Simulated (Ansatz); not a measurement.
## Slab of fcc Ni (111), 6 layers

The slab is cut from the fcc crystal, the stable phase, as relaxed on PAW files (10.05 Å³/atom), with 16 Å of vacuum and a dipole correction:

```
CELL_PARAMETERS angstrom
2.42189 0.00000 0.00000
-1.21095 2.09742 0.00000
0.00000 0.00000 25.88730
ATOMIC_POSITIONS crystal
Ni 0.16667 0.33333 0.30903
Ni 0.50000 0.00000 0.38542
Ni 0.83333 0.66667 0.46181
Ni 0.16667 0.33333 0.53819
Ni 0.50000 0.00000 0.61458
Ni 0.83333 0.66667 0.69097
```

Computed with Ansatz 0.2.0; functional LDA, scalar-relativistic. Settings: a Γ-centred 19×19×1 k mesh, Fermi–Dirac smearing of 0.1 eV, spin-polarised from start moments Ni1 1, Ni2 1, Ni3 1, Ni4 1, Ni5 1, Ni6 1 μB. Methods: LAPW: all electrons, basis error target 1 meV/atom; PAW: frozen-core files, cutoff 420 eV.

The bulk energy comes from a cell in the slab's orientation on a 19×19×7 mesh. The surface energy is (E(slab) − N·E(bulk))/2A at zero smearing, the mean of both faces; thin slabs carry quantum-size effects.

The magnetic state is the one reached from the start moments; other orders weren't searched. The PAW files were made under PBE.

Question: As cut, the LAPW slab lies 1.605 eV above 6 atoms of bulk. What surface energy is that?

Answer: Over two faces of 5.08 Å² it is 158.0 meV/Å², and times 16.02 J/m² per eV/Å² that gives γ = 2.531 J/m².

Question: What do relaxation and the other method give, and what work function comes out?

Answer: 

| method | γ as cut (J/m²) | γ relaxed (J/m²) | Φ as cut (eV) | Φ relaxed (eV) |
| --- | --- | --- | --- | --- |
| LAPW | 2.531 | 2.524 | 5.52 | 5.51 |
| PAW | 2.531 | 2.523 | 5.52 | 5.51 |

Question: How do the spacings between the planes relax?

Answer: From the bottom face up: d12 -1.3 % of 1.977 Å, d23 0.0 % of 1.977 Å, d34 0.0 % of 1.977 Å, d45 0.0 % of 1.977 Å, d56 -1.3 % of 1.977 Å.

Question: How do the moments vary through the slab?

Answer: Ni1 0.64, Ni2 0.64, Ni3 0.59, Ni4 0.59, Ni5 0.64, Ni6 0.64 μB in the LAPW spheres; the bulk has Ni 0.58 μB.

Question: A field of 0.3 V/Å is applied along the normal, atoms held. What follows?

Answer: LAPW finds an induced dipole of 0.1093 e·Å a cell (PAW 0.1093), that is 12.97 Å for 4πα over the area, against 9.84 Å between the outer atoms.
